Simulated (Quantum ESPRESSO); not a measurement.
```cif
data_CaCsF3
_chemical_formula_sum 'F3 Ca1 Cs1'
_space_group_name_H-M_alt 'P 1'
_space_group_IT_number 1
_cell_length_a 4.52053
_cell_length_b 4.52053
_cell_length_c 4.52053
_cell_angle_alpha 90.000
_cell_angle_beta 90.000
_cell_angle_gamma 90.000
loop_
_space_group_symop_operation_xyz
  'x, y, z'
loop_
_atom_site_label
_atom_site_type_symbol
_atom_site_fract_x
_atom_site_fract_y
_atom_site_fract_z
_atom_site_occupancy
F1 F 0.00000 0.50000 0.50000 1
F2 F 0.50000 0.00000 0.50000 1
F3 F 0.50000 0.50000 0.00000 1
Ca1 Ca 0.50000 0.50000 0.50000 1
Cs1 Cs 0.00000 0.00000 0.00000 1
```

The geometry is that of Materials Project entry mp-7104, symmetrised and not relaxed again.

Question: What does PBEsol (pw.x of Quantum ESPRESSO, ONCV potentials, with spin-orbit coupling) give for the electronic structure near the Fermi level?

Answer: The PBEsol gap is direct, 6.97 eV at Γ. Another valence extremum on the path lies within 0.02 eV, too close to call. The cell is held in this high symmetry; tilts and polar distortions were not searched.

The structure is a Materials Project entry; no match was found in the copy of COD used, and its stability was not checked.
